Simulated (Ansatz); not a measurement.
Ta₅Si₃ (space group I4/mcm)

```yaml
crystal:
  lattice:
    - [-3.25176, 3.25176, 5.90702]
    - [3.25176, -3.25176, 5.90702]
    - [3.25176, 3.25176, -5.90702]
  atoms:
    - { symbol: Ta, position: [0.01442, 0.18504, 0.50000] }
    - { symbol: Ta, position: [0.98558, 0.81496, 0.50000] }
    - { symbol: Ta, position: [0.18504, 0.68504, 0.17062] }
    - { symbol: Ta, position: [0.81496, 0.31496, 0.82938] }
    - { symbol: Ta, position: [0.68504, 0.51442, 0.50000] }
    - { symbol: Ta, position: [0.31496, 0.48558, 0.50000] }
    - { symbol: Ta, position: [0.51442, 0.01442, 0.82938] }
    - { symbol: Ta, position: [0.48558, 0.98558, 0.17062] }
    - { symbol: Ta, position: [0.50000, 0.50000, 0.00000] }
    - { symbol: Ta, position: [0.00000, 0.00000, 0.00000] }
    - { symbol: Si, position: [0.13020, 0.63020, 0.76040] }
    - { symbol: Si, position: [0.86980, 0.36980, 0.23960] }
    - { symbol: Si, position: [0.63020, 0.86980, 0.50000] }
    - { symbol: Si, position: [0.36980, 0.13020, 0.50000] }
    - { symbol: Si, position: [0.75000, 0.75000, 0.00000] }
    - { symbol: Si, position: [0.25000, 0.25000, 0.00000] }
```

The volume is varied about the relaxed value V₀ at fixed cell shape. The atoms relax within the cell's symmetry.

Method: PBEsol (plane waves to 420 eV, PAW, scalar-relativistic; Ansatz, a program for electronic structure). k mesh 8×8×8 (Γ-centred), Fermi-Dirac smearing 0.05 eV. E stands for the smeared free energy. With the shape held, the modulus is that of even scaling; a crystal free to change shape is softer. Spin-orbit coupling is left out, though Ta is heavy. Ta5Si3 is run without spin polarisation. Ta5Si3 was relaxed with its symmetry unable to fall. The zero of ΔE is the relaxed starting cell. The last digit holds for this mesh only.

```
V (Å³/atom)  ΔE (meV/atom)
-----------  -------------
14.054               133.6
14.314                89.9
14.574                55.8
14.834                30.5
15.095                13.1
15.355                 3.2
15.615                 0.0
15.875                 3.0
16.136                11.7
16.396                25.6
16.656                44.3
16.916                67.3
17.177                94.4
```

Task: What is the fitted pressure derivative B₀′?

Result: 4.2.

Task: What bulk modulus at fixed cell shape B₀ follows from a third-order Birch-Murnaghan fit?

Result: 228 GPa. Check by three points about V = 15.615 Å³/atom, step 0.520: d²E/dV² ≈ (13 − 2·0 + 12) meV / 0.520² = 0.0923 eV/Å⁶, and V·d²E/dV² × 160.2 = 231 GPa.

(Under strain, the slope of the energy per volume gives the stress and its curvature an elastic modulus.)
